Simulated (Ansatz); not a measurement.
## NbTe in the zincblende structure

Method: r²SCAN, scalar-relativistic; collinear spin; PAW, 500 eV, 10×10×10 k-mesh, Gaussian smearing of 0.05 eV; code Ansatz. The datasets are Ansatz's generated set soft_2.

```cif
data_structure
_symmetry_space_group_name_H-M 'P 1'
_symmetry_Int_Tables_number 1
_cell_length_a 4.5007
_cell_length_b 4.5007
_cell_length_c 4.5007
_cell_angle_alpha 60.000
_cell_angle_beta 60.000
_cell_angle_gamma 60.000
_cell_volume 64.47
loop_
_atom_site_label
_atom_site_type_symbol
_atom_site_fract_x
_atom_site_fract_y
_atom_site_fract_z
_atom_site_occupancy
Nb1 Nb 0.00000 0.00000 0.00000 1
Te1 Te 0.25000 0.25000 0.25000 1
```

The cell came from substitution into a structure type; no database entry of this phase was matched, which doesn't show that none exists.

Magnetic state: ferromagnetic, site spin moments Nb 1.61; Te -0.06 μB.

The cell above was scaled in volume, its shape and atoms being fixed by the lattice's symmetry. Energies are counted from the cell above.

The cell is relaxed to zero pressure at this level.

| V (Å³/atom) | ΔE (meV/atom) | P (GPa) | largest moment (μB) |
| --- | --- | --- | --- |
| 30.94 | 11.6 | 2.9 | 1.57 |
| 31.59 | 2.9 | 1.4 | 1.59 |
| 32.23 | 0.0 | 0.1 | 1.61 |
| 32.88 | 2.1 | -1.1 | 1.65 |
| 33.52 | 8.6 | -2.0 | 1.69 |
| 34.49 | 24.6 | -3.3 | 1.75 |

(1) What do the points give for the equilibrium volume, the bulk modulus and its pressure derivative (third-order Birch–Murnaghan)?

Answer:

(1) V0 = 32.26 Å³/atom, B0 = 62 GPa, B0′ isn't fixed: the energies give 7.3, and a fit of the pressures differs by over 0.35.

B0·V0 = 61.6 GPa × 32.26 Å³ = 12.40 eV/atom sets the scale: near the minimum ΔE ≈ ½ B0 V0 x², with x = V/V0 − 1, and a pressure of 0.6 GPa squeezes the volume by about 1 %. At the ends of the curve: x = −4.1 % predicts 10.3 meV/atom and the run gives 11.6; x = +6.9 % predicts 29.6 meV/atom and the run gives 24.6. The curve is steeper than the parabola on the compressed side and flatter on the expanded side: the bulk modulus rises with pressure.

The moment grows with the volume: wider spacing narrows the bands, and exchange then polarises them more fully.

Scalar-relativistic only: spin–orbit splittings of the heavy atoms' levels are missing. The run wasn't fully tested for a lower electronic state. Site moments are of spin, integrated over atomic spheres. The moments were started parallel, and the real magnetic order may be another. The run is a metal.
